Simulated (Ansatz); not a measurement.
The start is a relaxed Sr cell shaken by Gaussian noise of σ = 0.08 Å a coordinate. The structure is fully relaxed (lattice and positions, P = 0) with PBEsol (plane waves to 420 eV, PAW, scalar-relativistic; Ansatz, a program for electronic structure). The first steps use a coarse 5×5×5 k-mesh.

The start:
```
CELL_PARAMETERS angstrom
      7.48651     0.00000     0.00000
      0.00000     7.48651     0.00000
      0.00000     0.00000     7.48651
ATOMIC_POSITIONS crystal
  Sr 0.24229 0.99312 0.50575
  Sr 0.76196 0.98786 0.50931
  Sr 0.99957 0.50227 0.25753
  Sr 0.99046 0.50300 0.76553
  Sr 0.51297 0.23268 0.98090
  Sr 0.51350 0.74734 0.01395
  Sr 0.01332 0.99671 0.99226
  Sr 0.50074 0.50594 0.49467
```

| Property | Value |
|---|---|
| Largest initial force | 0.44 eV/Å, on Sr1 (atoms numbered as listed) |
| Energy released | 0.01 eV/atom |
| Relative to the parent | The parent structure is recovered, Pm-3n (No. 223) |
| Band gap at the end | zero (metallic) |
| Optimiser moves | 3 |

Final values are on a 6×6×6 k-mesh of the relaxed cell. No spin polarisation in the result.

The relaxed structure here is a generated cell of Sr: the first start was made by placing the elements on the sites of a structure type, and the end was not matched to a known phase here, so it may be hypothetical. Known forms of Sr include space group No. 225.
